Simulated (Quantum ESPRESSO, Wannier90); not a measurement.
Wannier functions of CdTe (zinc blende)

Cell from Materials Project (mp-406), symmetrised, no further relaxation. COD (Crystallography Open Database) has the formula in 2 space groups, this one among them (matched by group alone). Computed values, not measurements, from PBEsol: Quantum ESPRESSO (norm-conserving PseudoDojo potentials, cutoff 82 Ry, no spin polarisation, no spin-orbit coupling) on a Γ-centred 8×8×8 mesh, then Wannier90. Density: 8×8×8 mesh, Gaussian smearing 0.01 Ry. Spin-orbit coupling is left out although heavy elements are present.

```
begin unit_cell_cart
ang
    0.0000000000    3.2821150000    3.2821150000
    3.2821150000    0.0000000000    3.2821150000
    3.2821150000    3.2821150000    0.0000000000
end unit_cell_cart
mp_grid = 8 8 8
```

Neighbour vectors b of the finite-difference formula (Å⁻¹), by shell:

```csv
shell,b_x,b_y,b_z
1,0.11965,0.11965,-0.11965
1,0.11965,-0.11965,0.11965
1,-0.11965,0.11965,0.11965
1,0.11965,0.11965,0.11965
1,-0.11965,-0.11965,0.11965
1,-0.11965,0.11965,-0.11965
1,0.11965,-0.11965,-0.11965
1,-0.11965,-0.11965,-0.11965
```

### Question
Find the weights w_b from the completeness condition Σ_b w_b b_α b_β = δ_αβ.

### Answer
Shell 1: Σ b_x² = 0.115, Σ b_y² = 0.115, Σ b_z² = 0.115 Å⁻²
Each of the three diagonal sums, weighted, has to give 1 and the off-diagonal ones 0, which holds for w_1 = 8.73 Å². Check on xx: 8.73×0.115 = 1.00.

On this mesh the 4 functions of bands 10,16-18 (valence bands; start: s functions at the bond centres, conv_tol = 1.0e-6) end with spreads 2.9419, 2.9419, 2.9419, 2.9419 Å², Ω_I = 11.3277 Å² and Ω_D = 0.0065 Å².

Ω_total is the sum of the spreads, 11.768 Å². Ω_OD = Ω_total − Ω_I − Ω_D = 0.433 Å². Only (Ω_D + Ω_OD)/Ω_total = 3.7 % depends on the gauge, and another start could lower the total by that share at most. The rms radius is √(Ω_total/4) = 1.72 Å.
